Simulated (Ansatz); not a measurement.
This Ansatz input for CsCl-type BiTe was spoiled on purpose:

```yaml
crystal:
  lattice:
    - [3.9133058495, 0.0, 0.0]
    - [0.0, 3.9133058495, 0.0]
    - [0.0, 0.0, 3.9133058495]
  atoms:
    - { symbol: Bi, position: [0.0, 0.0, 0.0] }
    - { symbol: Te, position: [0.5, 0.5, 0.5] }
basis:
  ecutwfc: 420
  ecutrho_ratio: 4
kpoints:
  mp_grid: { grid: [10, 10, 10] }
hamiltonian:
  xc: pbe
  hubbard: { sites: [{ species: Bi, l: f, u_eff: 30.0 }] }
scf:
  occupations: { method: gaussian, width: 0.05 }
  max_iter: 100
output:
  forces: true
  stress: true
```

Launched as:
```sh
ansatz run input.yaml --threads 2 --pin off --max-ram 2662MiB --backend cpu --events-out ev --progress --plain --runs-dir out
```

Task: What is wrong with it?

Result: A U on a shell that isn't there. Against the sound input: hamiltonian.hubbard: {"sites": [{"species": "Bi", "l": "f", "u_eff": 30.0}]} (the cap on iterations is only a precaution).

What the program printed:

```
Error: inconsistent input (hamiltonian.hubbard.sites[].l, hamiltonian.hubbard.sites[].shell): hamiltonian.hubbard: the Bi pseudopotential carries no l=3 pseudo-atomic shell — pick an l its table provides
```

The input was refused before any iteration. Run time: 0.09 s on 2 threads of Arm Neoverse V2 (shared host), peak memory 0.086 GiB. The run before the change (PBE, 420 eV, 10×10×10 mesh) gave:

| run | P (GPa) | gap on the mesh (eV) | cell moment (μB) | largest force component (eV/Å) |
| --- | --- | --- | --- | --- |
| sound | 0.0 | metal | – | 0.000 |

This is a trial structure; measured cells of the compound in the Crystallography Open Database are in space groups P-3m1, Fm-3m (rock salt).

Of that run: The cell is a metal with an odd number of electrons, and spin polarisation wasn't tried.
